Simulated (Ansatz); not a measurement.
**Relaxing iron (dhcp)**

Level of theory: DFT, PBEsol, plane waves (420 eV) with PAW, scalar-relativistic (Ansatz). (PAW data from PBE, frozen cores regenerated.)

k-point mesh 14×14×4, Fermi-Dirac smearing 0.05 eV, starting moments 2.50 ×4 μB. Cell and atoms relax.

Starting structure:

```yaml
crystal:
  lattice:
    - [2.5537576109, 0.0, 0.0]
    - [-1.2768788055, 2.2116189662, 0.0]
    - [0.0, 0.0, 8.3405723573]
  atoms:
    - { symbol: Fe, position: [0.0, 0.0, 0.0], spin: 2.5 }
    - { symbol: Fe, position: [0.0, 0.0, 0.5], spin: 2.5 }
    - { symbol: Fe, position: [0.3333333333, 0.6666666667, 0.25], spin: 2.5 }
    - { symbol: Fe, position: [0.6666666667, 0.3333333333, 0.75], spin: 2.5 }
hamiltonian:
  xc: pbesol
  pseudopotentials:
    kind: paw
    azcp:
      Fe: "pseudopotentials/Fe.paw.azcp"
basis:
  ecutwfc: 420
  fft_grid_basis: typed
kpoints:
  mp_grid: { grid: [14, 14, 4], shift: [0, 0, 0] }
magnetization:
  spin_polarized: true
scf:
  occupations: { method: fermi_dirac, width: 0.05 }
relax:
  max_steps: 60
  f_tol: 0.01
  cell: {}
output:
  write_density: true
  write_potential: true
  elf: true
  volumetric_format: npy
```

Problem. The pressure at the start is -5.7 GPa. By how much does the volume change?

Solution. From 11.78 to 9.88 Å³ per atom, -16.1 %. The final cell has a = 2.419 Å, c = 7.798 Å (c/a = 3.224).

Problem. How much energy does the relaxation gain?

Solution. 197.1 meV per atom.

Path of the relaxation (the plane waves are chosen anew near the end, which can shift the energy a little):

| step | E − E(final) (meV/atom) | V (Å³/atom) | P (GPa) | max force (eV/Å) |
| --- | --- | --- | --- | --- |
| 0 | 197.11 | 11.777 | -5.69 | 0.000 |
| 1 | 189.71 | 11.544 | -2.14 | 0.000 |
| 2 | 183.93 | 11.326 | -0.99 | 0.000 |
| 3 | 181.47 | 10.656 | 0.03 | 0.000 |
| 4 | 116.94 | 11.168 | -18.91 | 0.000 |
| 5 | 56.02 | 10.738 | -17.29 | 0.000 |
| 6 | 0.76 | 9.812 | 2.17 | 0.000 |
| 7 | 0.01 | 9.913 | -0.86 | 0.000 |
| 8 | -0.95 | 9.866 | 0.47 | 0.000 |
| 9 | -0.97 | 9.885 | -0.13 | 0.000 |
| 10 | -0.97 | 9.881 | 0.00 | 0.000 |
| 11 | 0.00 | 9.881 | -0.01 | 0.000 |

Problem. Which magnetic state does it end in?

Solution. ferromagnetic, net 0.23 μB per atom; moments 0.49 ×2, -0.02 ×2 μB.
